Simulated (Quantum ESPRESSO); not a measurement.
## Band energies of CaC₂

```
CELL_PARAMETERS angstrom
      3.85581     0.00000     0.00000
      1.83989     3.52069     0.00000
      0.40962     1.00164     7.18187
ATOMIC_POSITIONS crystal
  C  0.13145 0.40051 0.06016
  C  0.86855 0.59949 0.93984
  C  0.44816 0.63441 0.43396
  C  0.55184 0.36559 0.56604
  Ca 0.22555 0.98060 0.75247
  Ca 0.77445 0.01940 0.24753
```

PBEsol (Quantum ESPRESSO, PseudoDojo norm-conserving, 82 Ry, without SOC); path XΓY,LΓZ,NΓM,RΓ; energies in eV from the valence-band maximum.

| k (1/Å) | point | band 14 | band 15 | band 16 | band 17 | band 18 | band 19 | band 20 | band 21 |
|---|---|---|---|---|---|---|---|---|---|
| 0.00 | X | -2.02 | -1.43 | -1.21 | -0.58 | -0.19 | 3.63 | 4.57 | 4.71 |
| 0.18 |  | -1.91 | -1.43 | -1.13 | -0.59 | -0.20 | 3.57 | 4.60 | 4.82 |
| 0.55 |  | -1.70 | -1.29 | -0.76 | -0.55 | -0.17 | 3.14 | 4.38 | 4.81 |
| 0.92 | Γ | -1.51 | -1.05 | -0.53 | -0.38 | -0.19 | 2.70 | 3.93 | 4.68 |
| 1.36 | Y | -1.14 | -0.98 | -0.92 | -0.52 | -0.50 | 3.51 | 3.79 | 4.28 |
| 1.36 | L | -1.44 | -1.25 | -1.11 | -0.81 | -0.19 | 2.86 | 4.03 | 5.54 |
| 1.56 |  | -1.43 | -1.35 | -1.11 | -0.77 | -0.16 | 3.09 | 4.14 | 5.17 |
| 1.96 |  | -1.61 | -1.25 | -0.83 | -0.58 | -0.10 | 3.37 | 4.49 | 4.55 |
| 2.37 | Γ | -1.51 | -1.05 | -0.53 | -0.38 | -0.19 | 2.70 | 3.93 | 4.68 |
| 2.75 |  | -1.74 | -1.06 | -0.80 | -0.62 | -0.04 | 3.69 | 3.73 | 4.71 |
| 3.13 |  | -2.00 | -1.05 | -0.92 | -0.59 | -0.18 | 3.14 | 4.61 | 5.25 |
| 3.32 | Z | -2.08 | -1.04 | -0.98 | -0.39 | -0.35 | 3.05 | 4.56 | 5.36 |
| 3.32 | N | -1.70 | -1.28 | -1.10 | -0.72 | -0.64 | 2.20 | 4.18 | 5.49 |
| 3.51 |  | -1.71 | -1.24 | -1.16 | -0.65 | -0.59 | 2.46 | 4.15 | 5.18 |
| 3.91 |  | -1.49 | -1.34 | -0.81 | -0.59 | -0.24 | 3.31 | 3.85 | 4.45 |
| 4.31 | Γ | -1.51 | -1.05 | -0.53 | -0.38 | -0.19 | 2.70 | 3.93 | 4.68 |
| 4.67 |  | -1.45 | -0.95 | -0.79 | -0.71 | -0.18 | 3.40 | 3.64 | 4.76 |
| 5.03 |  | -1.72 | -1.06 | -0.93 | -0.71 | -0.35 | 3.12 | 4.64 | 5.14 |
| 5.21 | M | -1.79 | -1.08 | -0.90 | -0.90 | -0.28 | 3.07 | 4.94 | 5.17 |
| 5.21 | R | -2.27 | -1.32 | -1.23 | -0.50 | -0.49 | 3.16 | 3.61 | 4.68 |
| 5.53 |  | -1.89 | -1.40 | -1.00 | -0.62 | -0.33 | 3.08 | 3.91 | 4.77 |
| 5.84 |  | -1.56 | -1.25 | -0.70 | -0.55 | -0.17 | 2.91 | 4.20 | 4.58 |
| 6.16 | Γ | -1.51 | -1.05 | -0.53 | -0.38 | -0.19 | 2.70 | 3.93 | 4.68 |

The PBEsol gap is 2.20 eV; at least one edge lies off the plotted path, at a point of the SCF mesh. The smallest direct gap is 2.84 eV.

Geometry of the Materials Project entry, not relaxed at this level.
